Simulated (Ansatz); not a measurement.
PbS:
```
CELL_PARAMETERS angstrom
      4.12074     0.00000     0.00000
      0.00000     4.12326     0.00000
      0.00000     0.00000    32.00000
ATOMIC_POSITIONS crystal
  Pb 0.00000 0.00000 0.45603
  S  0.00000 0.00000 0.53865
  Pb 0.50000 0.50000 0.54397
  S  0.50000 0.50000 0.46135
```
Free-standing layer in the xy plane with vacuum along z and no interaction between images.

Relaxed with LDA. Special points in fractions of this cell's reciprocal vectors: Γ (0.000, 0.000, 0.000); X (0.500, 0.000, 0.000); S (0.500, 0.500, 0.000); Y (0.000, 0.500, 0.000).

Problem. List the band energies nearest the valence-band maximum at these points for the program Ansatz at the LDA level (PAW).

Solution. In eV from the valence-band maximum; about four levels below and three above (degenerate sets whole), none deeper than 8.9 eV; … stands for higher levels left out; points with the same levels are listed once.

| k | below | above |
|---|---|---|
| Γ | -2.92 -1.76 -1.76 -0.40 | 1.64 3.87 4.51 |
| X | -1.31 -1.31 -0.30 -0.30 | 1.76 1.76 2.77 2.77 |
| S | -3.29 -3.29 -1.72 -1.72 | 3.97 3.97 … |
| Y | -1.31 -1.31 -0.30 -0.30 | 1.77 1.77 2.78 2.78 |

Space group P4/nmm (square). The layer was cut from a bulk entry of the Materials Project (measured or hypothetical); whether that bulk phase is the ambient one, and whether the layer has been isolated, was not checked. The LDA relaxation kept the symmetry of its start; its stability against distortions is not shown here. Scalar-relativistic: spin–orbit coupling is off unless named, which matters more the heavier the elements.

Potentials: the later of the program's two PAW sets.
